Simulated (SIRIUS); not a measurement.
SIRIUS run on TiO₂ (P-1, 6 atoms in the cell; from Materials Project mp-34688, changed as shown): self-consistent single point.

All values come from this method and carry its errors: LDA (PW92), PseudoDojo 0.4 standard norm-conserving LDA (tails mended) pseudopotentials (plane waves; SIRIUS).

The change in words: lattice vector a scaled by 1.02. Reference geometry (C2/c):
```xyz
6
Lattice="2.6454 -2.6460 0.0000 2.6454 2.6460 0.0000 -2.5745 0.0000 4.6892" Properties=species:S:1:pos:R:3 pbc="T T T"
Ti     2.0018     1.9363     1.1723
Ti     0.7145    -1.9363     3.5169
O     -0.6066    -0.6416     3.1284
O      3.3229     0.6416     1.5608
O      2.0356    -0.6416     3.9054
O      0.6807     0.6416     0.7838
```

Reference input (self-consistent single point, DFT, LDA (PW92), plane waves, PseudoDojo 0.4 standard norm-conserving LDA (tails mended) pseudopotentials): parameters.ngridk = 5 5 3; parameters.xc_functionals = [XC_LDA_X, XC_LDA_C_PW]; parameters.gk_cutoff = 9.165 1/bohr; parameters.pw_cutoff = 18.331 1/bohr; parameters.smearing = gaussian; parameters.smearing_width = 0.000734986 Ha; potentials = PseudoDojo 0.4 standard norm-conserving LDA (tails mended) pseudopotentials; parameters.electronic_structure_method = pseudopotential; parameters.num_bands = 29; parameters.num_mag_dims = 0; parameters.num_dft_iter = 100; parameters.energy_tol = 1e-07 Ha. This run's input differs from it in these lines:

```diff
@@ -32,7 +32,7 @@
     "lattice_vectors": [
-      [0.7070258054, -0.7071877675, 0.0],
-      [0.7070258054, 0.7071877675, 0.0],
-      [-0.6880818585, 0.0, 1.2532529646]
+      [0.7070256653, -0.7071878579, 0.0],
+      [0.6931625197, 0.693321306, 0.0],
+      [-0.6745900237, 0.0, 1.2286793157]
     ],
-    "lattice_vectors_scale": 7.070632,
+    "lattice_vectors_scale": 7.212045,
     "atom_coordinate_units": "au",
@@ -45,10 +45,10 @@
       "Ti": [
-        [3.7828258828, 3.6590935255, 2.2153226289],
-        [1.3502390792, -3.6590935255, 6.6459678866]
+        [3.7962344192, 3.6456816946, 2.2153226289],
+        [1.4368121727, -3.7456878908, 6.6459678866]
       ],
       "O": [
-        [-1.1462704549, -1.2123641206, 5.9118099674],
-        [6.2793354169, 1.2123641206, 2.9494805481],
-        [3.8467486133, -1.2123641206, 7.3801258058],
-        [1.2863163487, 1.2123641206, 1.4811647097]
+        [-1.1131545394, -1.245488173, 5.9118099674],
+        [6.3462011313, 1.1454819767, 2.9494805481],
+        [3.9378558737, -1.3034937669, 7.3801258058],
+        [1.2951907182, 1.2034875707, 1.4811647097]
       ]
```

Output (repeated stretches shortened):

```
[find] density tolerance         : 1e-06
[find] total energy tolerance    : 1e-07
[find] iter_solver_tol (initial) : 0.01
[find] iter_solver_tol (target)  : 1e-13
[find] num_dft_iter              : 100
Charges and magnetic moments
--------------------------------------------------------------------------------
total charge          : 48.000000
[find] | SCF iteration   0 out of 100|
[diagonalize] iterative solver tolerance (occupied, empty): 0.01 0.01
[diagonalize] average number of iterations: 1
[find] Charges and magnetic moments
[find] total charge          : 48.000000
[find] Energy
[find] smearing (-TS)                 :       0.00000000
   [... lines left out ...]

[find] Charges and magnetic moments
[find] total charge          : 48.000000
[find] Energy
[find] smearing (-TS)                 :       0.00000000
[find] Total energy                   :    -185.09966452 (Ha),    -370.19932905 (Ry)
[find] Free energy (E-TS)             :    -185.09966452 (Ha),    -370.19932905 (Ry)
[find] band gap (eV)                  :       2.06889680
[find] Efermi                         :       0.30108515
[find] iteration : 18, RMS (target) : 7.6274e-07 (1.0000e-06) , energy difference (target) : -9.0949e-13 (1.0000e-07)
[find] bands are converged : true
[find] iterative solver converged : true
[find] converged after 19 SCF iterations!
[find] Charges and magnetic moments
[find] total charge          : 48.000000
[find] Energy
[find] smearing (-TS)                 :       0.00000000
[find] Total energy                   :    -185.09966452 (Ha),    -370.19932905 (Ry)
[find] Free energy (E-TS)             :    -185.09966452 (Ha),    -370.19932905 (Ry)
[find] band gap (eV)                  :       2.06889680
[find] Efermi                         :       0.30108515
[ground_state] === stress tensor components [kbar] ===
[ground_state] === stress_total ===
[ground_state]    43.901381  -43.765319    6.139665
[ground_state]   -43.765319   43.985229   -5.294769
[ground_state]     6.139665   -5.294769   12.522583
[ground_state] ==== total Forces in Ha/bohr =====
[ground_state] atom:    0, force:       0.0015507      0.0014622      0.0095343
[ground_state] atom:    1, force:      -0.0015507     -0.0014622     -0.0095343
[ground_state] atom:    2, force:      -0.0007866      0.0003636      0.0004927
[ground_state] atom:    3, force:       0.0007866     -0.0003636     -0.0004927
[ground_state] atom:    4, force:       0.0004620      0.0004647     -0.0006386
[ground_state] atom:    5, force:      -0.0004620     -0.0004647      0.0006386
```

The run converged in 19 iterations. SIRIUS prints the stress tensor with tension positive. Against the reference run the free energy goes up by 5.8 meV/atom, the pressure goes from 1.09 to -3.35 GPa and the largest force goes from 0.136 to 0.502 eV/Å.

The structure comes from a collection of computed structures, made at another level of theory; the collection holds predicted forms beside known ones. Its lattice was then scaled.

Cost on one core: around 5 core-minutes (rough).

The gap that the log prints is read on the run's mesh, which can miss the band edges or a crossing.

“Tails mended”: in these copies of the files the far tail of each local potential was reset to the Coulomb form.
